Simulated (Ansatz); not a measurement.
## ZrTi$_{3}$C$_{4}$: phonons across the zone

Method: Ansatz, DFT PBE, scalar-relativistic, plane waves, PAW. Cutoff 420 eV, 12×8×6 k-points (Γ-centred), Fermi-Dirac smearing of 0.15 eV. No spin polarisation. Phonons by linear response, acoustic sum rule imposed.

Equilibrium structure at this level:
```
Zr Ti C
1.0
     3.13830    0.00000    0.00000
     0.00000    4.44651    0.00000
     0.00000    0.00000    6.27596
Zr Ti C
1 3 4
Direct
  0.50000 0.50000 0.50000
  0.00000 0.00000 0.24408
  0.00000 0.00000 0.75592
  0.50000 0.50000 0.00000
  0.00000 0.50000 0.76289
  0.50000 0.00000 0.00000
  0.00000 0.50000 0.23711
  0.50000 0.00000 0.50000
```

It was reached by relaxing an invented guess, and it needn't be the stable form of this composition. In a metal, frequencies and elastic constants depend on the k mesh and the smearing, soft modes and shear constants most. The q mesh is coarse, so values between its points are rough.

Force constants from linear response on a 2×2×1 q mesh.

Path: Γ–X–S–Y–Γ–Z–U–R–T–Z | X–U | Y–T | S–R. Only the points of the 2×2×1 mesh were computed; the rest is interpolation, which is rough on so few points. On the mesh no mode is imaginary. Distance along the path (Å⁻¹), then the branches (cm⁻¹, negative for imaginary):
```
0.000  0 0 0 215 216 227 252 262 264 316 351 359 391 413 428 462 527 532 534 535 603 625 660 692
0.250  73 76 134 223 229 230 253 266 279 311 342 354 420 424 430 456 528 530 544 559 590 617 658 676
0.500  133 142 234 235 237 257 259 268 299 315 324 342 439 442 447 465 517 552 555 570 601 616 637 653
0.751  177 190 228 245 256 263 267 281 310 320 331 344 430 453 456 475 501 532 587 594 594 604 648 669
1.001  200 210 216 254 254 264 265 266 314 327 348 349 425 450 464 473 489 530 582 583 603 624 646 690
1.178  202 216 217 254 256 259 266 275 313 326 359 359 447 453 467 480 501 530 582 582 601 627 651 698
1.354  206 220 220 242 266 269 274 295 308 324 379 381 461 474 494 495 525 531 582 583 596 637 662 719
1.531  209 219 224 232 278 281 287 301 313 321 397 399 467 479 506 534 539 543 581 584 591 649 674 742
1.708  211 219 225 229 284 289 291 294 320 320 404 406 469 481 511 535 549 556 580 584 589 655 679 752
1.958  205 213 222 223 261 276 283 293 328 351 387 390 463 479 511 522 546 576 579 582 598 637 669 747
2.208  188 202 202 216 239 256 262 271 342 347 365 381 445 461 505 514 542 557 584 599 603 611 655 744
2.458  168 178 196 207 224 234 243 255 286 295 391 403 424 425 494 514 533 535 569 574 586 642 670 750
2.709  158 164 202 202 216 224 239 250 255 267 402 403 410 415 490 513 522 526 558 568 587 654 677 755
2.885  137 141 213 213 213 220 223 241 253 291 396 401 403 415 487 516 524 528 539 565 590 649 674 746
3.062  97 99 157 218 220 221 229 250 260 307 379 387 397 414 479 495 521 528 531 554 595 637 667 723
3.239  50 51 84 216 217 225 244 259 265 314 359 368 392 413 448 468 526 533 534 539 600 628 662 700
3.415  0 0 0 215 216 227 252 262 264 316 351 359 391 413 428 462 527 532 534 535 603 625 660 692
3.540  37 38 60 200 218 228 252 262 270 314 349 358 393 420 428 462 526 532 533 534 603 619 660 692
3.665  73 74 115 182 199 237 249 262 281 312 343 355 398 428 440 461 520 531 533 533 602 605 660 693
3.791  105 108 160 161 175 242 244 261 291 307 333 354 404 428 461 467 515 528 532 533 580 607 660 695
3.916  130 130 140 156 181 235 246 261 299 300 329 354 407 428 461 481 513 527 532 533 567 608 660 695
4.166  144 155 171 179 192 236 256 275 296 297 326 346 425 430 455 476 525 529 543 555 561 603 658 678
4.416  173 181 204 217 234 267 277 287 288 301 320 329 438 442 465 466 518 547 550 572 593 615 637 652
4.667  195 200 220 236 268 274 276 291 300 314 319 338 430 452 458 502 502 532 565 581 601 602 647 672
4.917  201 211 221 254 265 266 275 282 311 314 337 345 425 455 464 490 516 525 556 577 600 614 644 694
5.093  203 213 221 254 259 266 284 286 313 321 345 351 440 458 470 501 524 526 560 574 602 611 660 694
5.270  208 217 222 252 254 263 290 300 319 339 362 367 463 468 484 525 529 548 570 570 604 608 695 696
5.447  217 219 226 248 252 258 292 308 333 357 377 381 469 485 494 533 546 566 578 579 598 618 700 727
5.623  220 222 228 247 251 254 292 310 340 364 383 387 472 490 498 534 553 565 581 592 596 623 702 739
5.874  194 212 235 240 243 256 306 308 333 360 372 374 464 480 508 534 547 566 582 592 604 614 681 740
6.124  168 190 211 219 244 260 284 311 321 348 359 361 456 456 518 518 541 547 582 594 596 619 656 740
6.374  152 177 195 199 230 244 252 263 314 329 363 375 429 455 497 510 521 528 576 588 590 602 688 740
6.624  150 176 183 213 219 222 228 237 313 325 363 383 416 456 489 501 511 514 564 588 593 606 702 739
6.801  140 170 172 195 226 229 241 244 301 319 362 380 414 455 487 503 514 516 552 580 596 599 700 728
6.978  123 152 161 169 237 240 243 252 283 305 354 371 411 450 480 507 518 520 520 562 583 601 698 701
7.154  120 136 148 156 208 240 244 259 291 298 339 360 408 438 468 489 511 525 528 542 571 606 673 696
7.331  130 130 140 156 181 235 246 261 299 300 329 354 407 428 461 481 513 527 532 533 567 608 660 695
7.394  201 210 215 254 255 264 265 266 314 326 347 349 425 450 464 474 489 530 581 582 604 623 646 691
7.519  206 210 211 254 263 265 266 267 314 322 345 348 425 452 464 483 490 529 577 581 604 620 645 692
7.644  205 211 214 254 265 266 271 274 314 316 341 346 425 454 464 490 498 527 569 579 603 615 645 693
7.769  202 211 220 254 265 266 275 281 312 314 338 345 425 455 464 490 513 526 558 577 601 614 644 694
7.832  158 164 202 202 216 224 239 250 255 267 402 403 410 415 490 513 522 526 558 568 587 654 677 755
7.957  160 166 188 203 220 224 238 248 266 273 400 404 406 420 490 512 521 524 559 569 588 650 680 754
8.082  167 169 173 206 221 222 234 244 287 290 394 394 409 434 490 508 518 518 562 573 590 636 688 749
8.207  155 173 180 210 220 222 230 239 305 311 376 387 414 449 489 503 513 515 564 580 592 619 698 743
8.332  150 176 183 213 219 222 228 237 313 325 363 383 416 456 489 501 511 514 564 588 593 606 702 739
8.395  212 219 225 230 280 289 289 299 320 322 403 406 469 482 511 535 549 558 580 583 589 654 680 752
8.520  216 219 224 232 267 279 290 314 317 334 399 402 470 483 507 535 550 566 576 583 590 648 686 749
8.645  219 222 223 238 257 267 291 313 328 348 393 394 471 486 502 535 551 570 579 582 591 638 694 744
8.770  220 222 227 245 252 257 292 310 338 361 385 388 472 490 498 534 553 566 581 592 593 626 701 740
```
